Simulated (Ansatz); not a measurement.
BP:
```xyz
2
Lattice="0.0000 2.2682 2.2682 2.2682 0.0000 2.2682 2.2682 2.2682 0.0000" Properties=species:S:1:pos:R:3 pbc="T T T"
B      0.0000     0.0000     0.0000
P      3.4023     3.4023     3.4023
```

Relaxed with r²SCAN. Special points in fractions of this cell's reciprocal vectors: Γ (0.000, 0.000, 0.000); X (0.500, 0.000, 0.500); U (0.625, 0.250, 0.625); K (0.375, 0.375, 0.750); L (0.500, 0.500, 0.500); W (0.500, 0.250, 0.750).

List the band energies nearest the valence-band maximum at these points for plane-wave PAW r²SCAN (Ansatz code).

In eV from the valence-band maximum; about four levels below and three above (degenerate sets whole), none deeper than 8.9 eV; … stands for higher levels left out; points with the same levels are listed once.

```tsv
k	below	above
Γ	0.00 0.00 0.00	3.60 3.60 3.60
X	-4.36 -4.36	1.50 1.89 …
U	-8.71 -6.52 -3.72	2.37 6.41 10.36
L	-1.87 -1.87	4.10 4.98 4.98
W	-8.63 -5.95 -5.74	5.74 7.16 7.78
```

Space group F-43m (zinc blende). Symmetry was held in the r²SCAN relaxation; phonons on a q-mesh show no instability.

Potentials: the earlier of the program's two PAW sets.
